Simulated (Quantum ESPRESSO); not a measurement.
# Mo3WS5Se3: a curve over one atom's position

Computed values, not a measurement. The program is pw.x of Quantum ESPRESSO 7.5 (plane-wave density functional theory). The cell is made up: 12 atoms on a layered 2H lattice, with randomly drawn elements, strain and displacements, not relaxed. PseudoDojo standard norm-conserving files (v0.5 for PBE, v0.4.1 for LDA and PBEsol) set the functional; there is no spin polarisation, spin-orbit coupling or dispersion term, and the masses in the input are unused placeholders.

Seven runs move atom 10 (S, counted in the order of the input) along x and keep all else fixed.

Input of the run at +0.0106:

```
&control calculation='scf', pseudo_dir='./dojo.nc.sr.pbe.v0_5.standard.upf', outdir='./o', disk_io='low', tprnfor=.true., tstress=.true. /
&system ibrav=0, nat=12, ntyp=4, nbnd=73, ecutwfc=85.99341389, nosym=.true., tot_charge=0,
 occupations='smearing', smearing='fd', degauss=0.0018374661
/
&electrons conv_thr=7.350e-09, electron_maxstep=60, /
ATOMIC_SPECIES
Mo 1.0 Mo.upf
S 1.0 S.upf
Se 1.0 Se.upf
W 1.0 W.upf
CELL_PARAMETERS angstrom
3.2261 -0.0302 -0.0179
-0.0523 5.7292 0.078
-0.0713 0.1793 12.8122
ATOMIC_POSITIONS angstrom
Mo -0.0871 2.0715 3.2015
Mo 1.6025 1.0371 9.5727
W 1.4753 4.7463 3.1582
Mo -0.0166 4.0649 9.7515
S 0.006 2.2813 8.0083
S -0.1456 2.2092 11.224
Se 1.4725 0.9149 1.7146
S 1.4016 1.0163 4.7125
S 1.4855 4.8921 8.1541
S 1.5377 4.9117 11.3666
Se -0.0696 3.8571 1.648
Se 0.0849 3.9562 4.9519
K_POINTS automatic
7 4 2 1 1 1
```

```
shift of atom 10 along x (Å)  free energy less that of the input shown (eV)  Fx on atom 10 (eV/Å)  Fy on atom 10 (eV/Å)  Fz on atom 10 (eV/Å)  pressure (GPa)  next band up at Gamma (eV)  iterations
                     -0.0928                                         0.0916                 1.317                 0.829                -0.924            2.97                       0.838          20
                     -0.0375                                         0.0315                 0.855                 0.753                -1.088            2.86                       0.861          20
                     +0.0106                                         0.0000                 0.454                 0.710                -1.184            2.79                       0.876          23
                     +0.0309                                        -0.0075                 0.284                 0.698                -1.210            2.77                       0.882          23
                     +0.1138                                        -0.0025                -0.404                 0.691                -1.239            2.76                       0.901          23
                     +0.1324                                         0.0065                -0.557                 0.698                -1.227            2.77                       0.905          22
```

Question: one run is left out of the table, at +0.0617. Estimate its Fx on atom 10 (eV/Å).

Answer: 0.028. The whole row:

```
shift of atom 10 along x (Å)  free energy less that of the input shown (eV)  Fx on atom 10 (eV/Å)  Fy on atom 10 (eV/Å)  Fz on atom 10 (eV/Å)  pressure (GPa)  next band up at Gamma (eV)  iterations
                     +0.0617                                        -0.0123                 0.028                 0.688                -1.236            2.76                       0.890          23
```

A cubic fit gives dFx/dx = -8.35 eV/Å² at zero shift. Across the table the free energy follows the integral of the force to within 0.1 meV. A rerun of one of the cells at a cutoff of 1467 eV and k mesh 9 x 6 x 4 moved values by no more than 0.002 eV in energy, 0.02 GPa in stress and 0.011 eV/Å in force. The band column is the level of band 68 at Gamma less that of band 67, whose number is half the electron count, rounded up; it comes from a band step after each run.